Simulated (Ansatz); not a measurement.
One crystal and one scan (energy against volume) at two levels, PBE (plane waves to 420 eV, PAW, scalar-relativistic; Ansatz, an electronic-structure program) and r2SCAN (plane waves to 500 eV, PAW, scalar-relativistic; Ansatz), each from its own relaxed cell and on its own mesh. The cell shown is that of PBE.

CdSe (wurtzite)

```xyz
4
Lattice="4.3829 0.0000 0.0000 -2.1914 3.7957 0.0000 0.0000 0.0000 7.1547" Properties=species:S:1:pos:R:3 pbc="T T T"
Cd     2.1914     1.2652     0.0034
Cd     0.0000     2.5305     3.5807
Se     2.1914     1.2652     4.4697
Se     0.0000     2.5305     0.8924
```

The volume is varied about the relaxed value V₀ at fixed cell shape. The atoms relax within the cell's symmetry.

The energy includes the smearing's −TS. CdSe was relaxed with its symmetry unable to fall. The PAW data are Ansatz's earlier set. With the shape held, the modulus is that of even scaling; a crystal free to change shape is softer. Both scans cover V/V₀ from 0.940 to 1.060.

ΔE (meV/atom), each from the relaxed starting cell of its own level:

```json
[
 {"V/V₀": "0.940", "PBE": "16.8", "r2SCAN": "withheld"},
 {"V/V₀": "0.950", "PBE": "11.5", "r2SCAN": "12.8"},
 {"V/V₀": "0.960", "PBE": "7.2", "r2SCAN": "8.1"},
 {"V/V₀": "0.970", "PBE": "4.0", "r2SCAN": "4.5"},
 {"V/V₀": "0.980", "PBE": "1.7", "r2SCAN": "2.0"},
 {"V/V₀": "0.990", "PBE": "0.4", "r2SCAN": "0.5"},
 {"V/V₀": "1.000", "PBE": "0.0", "r2SCAN": "0.0"},
 {"V/V₀": "1.010", "PBE": "0.4", "r2SCAN": "0.4"},
 {"V/V₀": "1.020", "PBE": "1.6", "r2SCAN": "1.8"},
 {"V/V₀": "1.030", "PBE": "3.5", "r2SCAN": "3.9"},
 {"V/V₀": "1.040", "PBE": "6.1", "r2SCAN": "6.8"},
 {"V/V₀": "1.050", "PBE": "9.4", "r2SCAN": "10.5"},
 {"V/V₀": "1.060", "PBE": "13.3", "r2SCAN": "14.9"}
]
```

Estimate the r2SCAN value at 0.940 from the PBE value there and the ratio of the two levels in the two nearest given rows on that side of the minimum.

At 0.950 and 0.960 the ratio r2SCAN/PBE averages 1.119, which gives 1.119 × 16.8 = 18.8 meV/atom. The calculation gives 18.8 meV/atom, +11.9 % against PBE.

(A scan under strain: stresses follow from slopes of the energy per volume, elastic moduli from its curvatures.)
